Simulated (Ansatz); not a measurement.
Ansatz (a first-principles code) input:

Ansatz 0.2 input:
```yaml
crystal:
  lattice:
    - [4.0140680091, 0.0, 0.0]
    - [0.0, 4.0140680091, 0.0]
    - [0.0, 0.0, 11.3384962271]
  atoms:
    - { symbol: Ga, position: [0.0, 0.0, 0.0] }
    - { symbol: As, position: [0.5, 0.0, 0.1251779473] }
    - { symbol: Al, position: [0.5, 0.5, 0.2497519531] }
    - { symbol: As, position: [0.0, 0.5, 0.3748498199] }
    - { symbol: Al, position: [0.0, 0.0, 0.5] }
    - { symbol: As, position: [0.5, 0.0, 0.6251501801] }
    - { symbol: Al, position: [0.5, 0.5, 0.7502480469] }
    - { symbol: As, position: [0.0, 0.5, 0.8748220527] }
kpoints:
  mp_grid: { grid: [6, 6, 2] }
  band_path:
    path:
      - [[0.0, 0.0, 0.0], [0.0, 0.5, 0.0], [0.5, 0.5, 0.0], [0.0, 0.0, 0.0], [0.0, 0.0, 0.5], [0.0, 0.5, 0.5], [0.5, 0.5, 0.5], [0.0, 0.0, 0.5]]  # Γ-X-M-Γ-Z-R-A-Z
      - [[0.0, 0.5, 0.0], [0.0, 0.5, 0.5]]  # X-R
      - [[0.5, 0.5, 0.0], [0.5, 0.5, 0.5]]  # M-A
      - [VBM, CBM]
    npoints: 8
hamiltonian:
  xc: r2scan
  pseudopotentials: { azcp: { folder: ./paw }, kind: paw_fr }
magnetization: { noncollinear: true, spin_orbit: true }
scf:
  n_extra_bands: 16
  convergence: { dr2_threshold: 0.0000000001 }
  occupations: { method: gaussian, width: 0.01 }
checkpoint: { write: soc.run }
output: { eigenvalues: true }
```

Output (shortened):

```
Pseudopotentials: kind: paw_fr
Pseudopotential: Ga, paw, valence charge 13
Pseudopotential: As, paw, valence charge 15
Pseudopotential: Al, paw, valence charge 3
Functional definition: r2SCAN
non-collinear run that drives no moment, with spin-orbit …
Crystal: 8 atoms, lattice volume = 182.694 Å³
Basis set: ecut = 500 eV, 4689 PW (Γ), exchange–correlation on 120×120×360 points (64 copies of the dense FFT grid, shifted against one another)
Bands: 98, of which v1, the nominal top of the filled ones, is band 82 counted from 1 (81 counted from 0)
Symmetry: 8 space group operations + 8 with time reversal
k-points: 20 of 72
Projection manifold: j_resolved (fully-relativistic pseudo-atomic orbitals)
PAW frozen core: Ga, regenerated for the run's functional
PAW frozen core: As, regenerated for the run's functional
PAW frozen core: Al, regenerated for the run's functional
Initial density: superposition of atomic densities (chi_scale 0.1, normalization cell, long waves kept (reshape's long-wave potential 0.16 eV rms))
Initial wavefunctions: pseudopotential atomic-orbital guess
Eigensolver: davidson
Functional: x = r2scan, c = r2scan; τ floored in thin density (d = 2e-4 eV/Å³)
SCF iter   1: F=—  HF=-24859.677408 eV  |F-HF|=—  |Δ(HF+E_count)|=         —  Δρ=4.26e-2  dr2=2.98e0  dr2_τ=9.99e-3  dr2_m=0.00e0 (ungated)  ethr=3.10e-3  |M|=0.00e0 ∫|m|=0.00e0 μB  |m|>n=0.0e0 m-floor=0.0e0 τ_xc=0.0e0  β_m=0.30  ⟨swp⟩=6.4  Hψ=8568  notcnv=0  defer=18
all-band conjugate gradients solve this SCF's bands
preconditioner: auto → Resta (q_TF=auto, 2.387 Å⁻¹)
spin=Noncollinear: Resta preconditioning applied to the charge; magnetization (m_x, m_y, m_z) channels mix plain (no charge-response kernel on spin).
SCF iter   2: F=—  HF=-24859.550397 eV  |F-HF|=—  |Δ(HF+E_count)|=   1.27e-1  Δρ=3.14e-2  dr2=1.58e0  dr2_τ=1.85e-3  dr2_m=0.00e0 (ungated)  ethr=3.10e-3  |M|=0.00e0 ∫|m|=0.00e0 μB  |m|>n=0.0e0 m-floor=0.0e0 τ_xc=0.0e0  β_m=0.65  ⟨swp⟩=2.1  Hψ=2401  notcnv=0  defer=170
SCF iter   3: F=—  HF=-24859.584401 eV  |F-HF|=—  |Δ(HF+E_count)|=   3.40e-2  Δρ=5.68e-3  dr2=7.03e-2  dr2_τ=2.19e-4  dr2_m=0.00e0 (ungated)  ethr=1.93e-3  |M|=0.00e0 ∫|m|=0.00e0 μB  |m|>n=0.0e0 m-floor=0.0e0 τ_xc=0.0e0  β_m=0.59  ⟨swp⟩=2.8  Hψ=2544  notcnv=0  defer=178
SCF iter   4: F=—  HF=-24859.563581 eV  |F-HF|=—  |Δ(HF+E_count)|=   2.08e-2  Δρ=2.63e-3  dr2=9.45e-3  dr2_τ=2.28e-5  dr2_m=0.00e0 (ungated)  ethr=8.57e-5  |M|=0.00e0 ∫|m|=0.00e0 μB  |m|>n=0.0e0 m-floor=0.0e0 τ_xc=0.0e0  β_m=0.80  ⟨swp⟩=3.0  Hψ=3727  notcnv=0  defer=178
SCF iter   5: F=—  HF=-24859.567370 eV  |F-HF|=—  |Δ(HF+E_count)|=   3.79e-3  Δρ=6.19e-4  dr2=8.83e-4  dr2_τ=5.06e-6  dr2_m=0.00e0 (ungated)  ethr=1.15e-5  |M|=0.00e0 ∫|m|=0.00e0 μB  |m|>n=0.0e0 m-floor=0.0e0 τ_xc=0.0e0  β_m=0.73  ⟨swp⟩=2.7  Hψ=2810  notcnv=0  defer=178
SCF iter   6: F=—  HF=-24859.566831 eV  |F-HF|=—  |Δ(HF+E_count)|=   5.39e-4  Δρ=1.95e-4  dr2=9.23e-5  dr2_τ=2.94e-7  dr2_m=0.00e0 (ungated)  ethr=1.08e-6  |M|=0.00e0 ∫|m|=0.00e0 μB  |m|>n=0.0e0 m-floor=0.0e0 τ_xc=0.0e0  β_m=0.68  ⟨swp⟩=2.0  Hψ=3564  notcnv=0  defer=178
SCF iter   7: F=—  HF=-24859.566812 eV  |F-HF|=—  |Δ(HF+E_count)|=   1.88e-5  Δρ=9.86e-5  dr2=1.55e-5  dr2_τ=5.74e-8  dr2_m=0.00e0 (ungated)  ethr=1.13e-7  |M|=0.00e0 ∫|m|=0.00e0 μB  |m|>n=0.0e0 m-floor=0.0e0 τ_xc=0.0e0  β_m=0.84  ⟨swp⟩=2.0  Hψ=3422  notcnv=0  defer=178
SCF iter   8: F=—  HF=-24859.566823 eV  |F-HF|=—  |Δ(HF+E_count)|=   1.13e-5  Δρ=2.44e-5  dr2=2.17e-6  dr2_τ=5.36e-9  dr2_m=0.00e0 (ungated)  ethr=1.89e-8  |M|=0.00e0 ∫|m|=0.00e0 μB  |m|>n=0.0e0 m-floor=0.0e0 τ_xc=0.0e0  β_m=0.89  ⟨swp⟩=2.0  Hψ=2622  notcnv=0  defer=178
SCF iter  13: F=-24859.566815 eV  HF=-24859.566815 eV  |F-HF|=1.09e-11  |Δ(HF+E_count)|=  6.91e-11  Δρ=1.10e-7  dr2=2.60e-11  dr2_τ=5.15e-14  dr2_m=0.00e0 (ungated)  ethr=1.00e-12  |M|=0.00e0 ∫|m|=0.00e0 μB  |m|>n=0.0e0 m-floor=0.0e0 τ_xc=0.0e0  ⟨swp⟩=11.2  Hψ=6624  notcnv=0
SCF 1 converged in 13 iterations: F = -24859.566815 eV  dr2 = 2.60e-11
NSCF: frozen V_eff on 40 k-points
NSCF: frozen V_eff on 40 k-points
NSCF: frozen V_eff on 40 k-points
NSCF: frozen V_eff on 40 k-points
NSCF: frozen V_eff on 28 k-points
NSCF: frozen V_eff on 19 k-points
NSCF: frozen V_eff on 15 k-points
NSCF: frozen V_eff on 12 k-points
NSCF: frozen V_eff on 18 k-points
NSCF: frozen V_eff on 12 k-points
NSCF: frozen V_eff on 8 k-points
NSCF: frozen V_eff on 8 k-points
NSCF: frozen V_eff on 84 k-points
SCF converged after 13 iterations
Magnetization: |M| = 0.0000 μB,  M = (+0.0000, +0.0000, +0.0000) μB
Absolute magnetization: 0.0000 μB (∫|m|)
  site 0: m = (+0.0000, +0.0000, +0.0000) μB, |m| = 0.0000 μB  (R = 1.01 Å)
  site 1: m = (+0.0000, +0.0000, +0.0000) μB, |m| = 0.0000 μB  (R = 1.01 Å)
  site 2: m = (+0.0000, +0.0000, +0.0000) μB, |m| = 0.0000 μB  (R = 1.01 Å)
  site 3: m = (+0.0000, +0.0000, +0.0000) μB, |m| = 0.0000 μB  (R = 1.01 Å)
  site 4: m = (+0.0000, +0.0000, +0.0000) μB, |m| = 0.0000 μB  (R = 1.01 Å)
  site 5: m = (+0.0000, +0.0000, +0.0000) μB, |m| = 0.0000 μB  (R = 1.01 Å)
  site 6: m = (+0.0000, +0.0000, +0.0000) μB, |m| = 0.0000 μB  (R = 1.01 Å)
  site 7: m = (+0.0000, +0.0000, +0.0000) μB, |m| = 0.0000 μB  (R = 1.01 Å)
Free energy (F): -24859.566815 eV
Harris-Foulkes:  -24859.566815 eV  (|F-HF|=1.09e-11)
Internal energy: -24859.566815 eV  (E = F + TS)
E sigma→0 (E₀):  -24859.566815 eV
Fermi energy:    7.198336 eV
--- Per-component energies (eV) ---
  E_band       = -1200.734794
  E_kinetic    = 572.364562
  E_local      = -11652.953778  (includes V_loc(G=0)·N_el)
  E_nonlocal   = -1634.109761
  E_hartree    = 6442.583854
  E_xc         = -428.420771
  E_vxc        = -466.418817  (∫ρ·V_xc dr)
  E_paw        = -11516.622448  (= ΣΔE_a)
  E_vpaw       = -927.703546  (= ΣTr[D̂ρ^β])
  E_aug_tail   = 0.000112  (compensation charges beyond the density's cutoff)
  E_vtau       = 22.919020  (kinetic-family band-sum trace: ∫τ·v_τ [+ j·A + Jᵃ·Aᵃ] dr)
  E_ewald      = -6635.827929
  E_core_change = -6.580657  (= ΣΔE_core)
  E_smearing   =  0.000000  (= −TS)
  E_closure    = 0.000000  (closes the sum)
  Σ components = -24859.566815   (vs F -24859.566815, Δ=0.00e0)
  [band-id]    e_kinetic+e_local+e_nonlocal+2·e_hartree+e_vxc+e_vpaw+e_augmentation_tail+e_vtau = -1200.734500   (vs E_band -1200.734794, Δ=2.94e-4)
--- Band table (eV; the first three rows and the last of 20) ---
  k-point 0: bands = ["-29.4416", "-29.4416", "-29.4415", "-29.4415", "-29.4209", "-29.4209", "-29.4208", "-29.4208", "-29.2920", "-29.2920", "-29.2915", "-29.2915", "-29.2911", "-29.2911", "-29.2909", "-29.2909", "-28.7174", "-28.7174", "-28.7172", "-28.7172", "-28.6995", "-28.6995", "-28.6990", "-28.6990", "-28.6894", "-28.6894", "-28.6894", "-28.6894", "-28.5676", "-28.5676", "-28.5670", "-28.5670", "-28.5606", "-28.5606", "-28.5604", "-28.5604", "-28.5594", "-28.5594", "-28.5590", "-28.5590", "-8.8800", "-8.8800", "-8.8490", "-8.8490", "-8.4445", "-8.4445", "-8.3784", "-8.3784", "-8.3739", "-8.3739", "-6.2516", "-6.2516", "-5.4549", "-5.4549", "-5.3128", "-5.3128", "-4.0607", "-4.0607", "0.3603", "0.3603", "2.6396", "2.6396", "3.0383", "3.0383", "3.8310", "3.8310", "3.9453", "3.9453", "4.6783", "4.6783", "4.7468", "4.7468", "4.8215", "4.8215", "4.9058", "4.9058", "6.0482", "6.0482", "6.3451", "6.3451", "6.3528", "6.3528", "8.0581", "8.0581", "8.2216", "8.2216", "8.8782", "8.8782", "9.0687", "9.0687", "9.1654", "9.1654", "10.3358", "10.3358", "10.3703", "10.3703", "10.7428", "10.7428"]
  k-point 1: bands = ["-29.4416", "-29.4416", "-29.4415", "-29.4415", "-29.4209", "-29.4209", "-29.4208", "-29.4208", "-29.2920", "-29.2920", "-29.2915", "-29.2915", "-29.2911", "-29.2911", "-29.2909", "-29.2909", "-28.7174", "-28.7174", "-28.7172", "-28.7172", "-28.6995", "-28.6995", "-28.6990", "-28.6990", "-28.6894", "-28.6894", "-28.6894", "-28.6894", "-28.5676", "-28.5676", "-28.5670", "-28.5670", "-28.5606", "-28.5606", "-28.5604", "-28.5604", "-28.5594", "-28.5594", "-28.5590", "-28.5590", "-8.8801", "-8.8801", "-8.8490", "-8.8490", "-8.4445", "-8.4445", "-8.3784", "-8.3784", "-8.3739", "-8.3739", "-6.1076", "-6.1076", "-5.9284", "-5.9284", "-4.6066", "-4.6066", "-4.4823", "-4.4823", "0.9183", "0.9183", "1.3762", "1.3762", "4.0507", "4.0507", "4.0688", "4.0688", "4.1676", "4.1676", "4.2049", "4.2049", "4.6179", "4.6179", "4.9690", "4.9690", "5.5372", "5.5372", "5.6803", "5.6803", "5.7387", "5.7387", "5.8897", "5.8897", "8.1680", "8.1680", "8.4372", "8.4372", "9.0145", "9.0145", "9.2492", "9.2492", "9.7974", "9.7974", "10.1143", "10.1143", "10.1723", "10.1723", "10.2260", "10.2260"]
  k-point 2: bands = ["-29.4416", "-29.4416", "-29.4415", "-29.4414", "-29.4210", "-29.4209", "-29.4208", "-29.4208", "-29.2920", "-29.2920", "-29.2916", "-29.2915", "-29.2910", "-29.2910", "-29.2908", "-29.2907", "-28.7173", "-28.7173", "-28.7172", "-28.7171", "-28.6996", "-28.6995", "-28.6990", "-28.6990", "-28.6894", "-28.6894", "-28.6893", "-28.6892", "-28.5675", "-28.5675", "-28.5671", "-28.5669", "-28.5606", "-28.5606", "-28.5604", "-28.5604", "-28.5593", "-28.5593", "-28.5590", "-28.5590", "-8.8883", "-8.8696", "-8.8530", "-8.8482", "-8.4597", "-8.4293", "-8.3848", "-8.3825", "-8.3730", "-8.3723", "-6.0531", "-6.0529", "-5.3036", "-5.3034", "-5.1693", "-5.1684", "-4.0567", "-4.0559", "0.4451", "0.4815", "2.0183", "2.0466", "2.3084", "2.3282", "3.0562", "3.1174", "4.0682", "4.0725", "4.5332", "4.5962", "4.6732", "4.7224", "4.7811", "4.8161", "4.8799", "4.9009", "4.9708", "4.9767", "5.6649", "5.7124", "6.1910", "6.1960", "8.4849", "8.4931", "9.1843", "9.1903", "9.6663", "9.6718", "9.7452", "9.7549", "10.1355", "10.1701", "10.7599", "10.7882", "10.9738", "10.9824", "11.0306", "11.0557"]
  k-point 19: bands = ["-29.4414", "-29.4414", "-29.4411", "-29.4411", "-29.4206", "-29.4206", "-29.4204", "-29.4204", "-29.2918", "-29.2918", "-29.2916", "-29.2916", "-29.2904", "-29.2904", "-29.2903", "-29.2903", "-28.7171", "-28.7171", "-28.7162", "-28.7162", "-28.6995", "-28.6995", "-28.6994", "-28.6994", "-28.6890", "-28.6890", "-28.6883", "-28.6883", "-28.5669", "-28.5669", "-28.5667", "-28.5667", "-28.5602", "-28.5602", "-28.5601", "-28.5601", "-28.5589", "-28.5589", "-28.5589", "-28.5589", "-8.8818", "-8.8818", "-8.8520", "-8.8520", "-8.4489", "-8.4489", "-8.3884", "-8.3884", "-8.3697", "-8.3697", "-4.1012", "-4.1012", "-4.1003", "-4.1003", "-3.9926", "-3.9926", "-3.9924", "-3.9924", "-0.2376", "-0.2376", "0.7601", "0.7601", "0.7713", "0.7713", "0.8164", "0.8164", "3.3017", "3.3017", "3.3518", "3.3518", "3.4015", "3.4015", "3.4558", "3.4558", "3.5430", "3.5430", "3.5556", "3.5556", "3.5772", "3.5772", "3.5773", "3.5773", "8.9965", "8.9965", "9.0049", "9.0049", "9.2700", "9.2700", "9.2710", "9.2710", "9.4248", "9.4248", "9.9241", "9.9241", "9.9557", "9.9557", "10.2663", "10.2663"]
  band table: 98 of 98 bands, residual norms ≤ 1.0e-3 eV
```

Cost: around 40 core-minutes (rough) on shared cores.

Space group P-4m2. The start of the workflow was typed in or built on a structure type; neither database checked (COD, Materials Project) lists it. Its standing as an ambient phase is unchecked. The cell was relaxed with r²SCAN under the symmetry of its start; whether a distortion lowers the energy is not shown.

Potentials: the earlier of the program's two PAW sets. The files were generated under PBE; for other functionals the program regenerates the frozen cores, and for LDA and PBEsol the local potential too.

Ansatz is a plane-wave DFT program.
